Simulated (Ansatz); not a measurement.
GaMo$_{2}$N:
```
GaMo2N
1.0
    2.84585     0.00000     0.00000
   -1.42293     2.46458     0.00000
    0.00000     0.00000    14.24743
Ga Mo N
2 4 2
Cartesian
  0.00000   1.64305  10.68557
  1.42293   0.82153   3.56186
  0.00000   1.64305   1.36223
  1.42293   0.82153   8.48594
  1.42293   0.82153  12.88520
  0.00000   1.64305   5.76149
  0.00000   0.00000   0.00000
  0.00000   0.00000   7.12372
```

This is the PBEsol-relaxed structure.

All from the program Ansatz at the PBEsol level (PAW), unless another level is named. Give the electronic character.

metallic (no gap).

Next, the density of states at the Fermi level?

0.84 states/eV per atom (mean over ±0.08 eV).

What about the formation energy from the elements (no fitted shifts)?

-0.26 eV/atom.

Space group P6_3/mmc. The start of the workflow was typed in or built on a structure type; neither database checked (COD, Materials Project) lists it. Whether it is the stable phase at ambient conditions was not checked. Symmetry was held in the PBEsol relaxation; its stability against distortions is not shown here. The workflow began spin-polarised and lost its moments. The references are the lowest solids computed at this level, not always the standard phases (solids in place of the gases). Spin–orbit coupling is left out wherever it is not named.

Potentials: the earlier of the program's two PAW sets. The files were generated under PBE; for other functionals the program regenerates the frozen cores, and for LDA and PBEsol the local potential too.
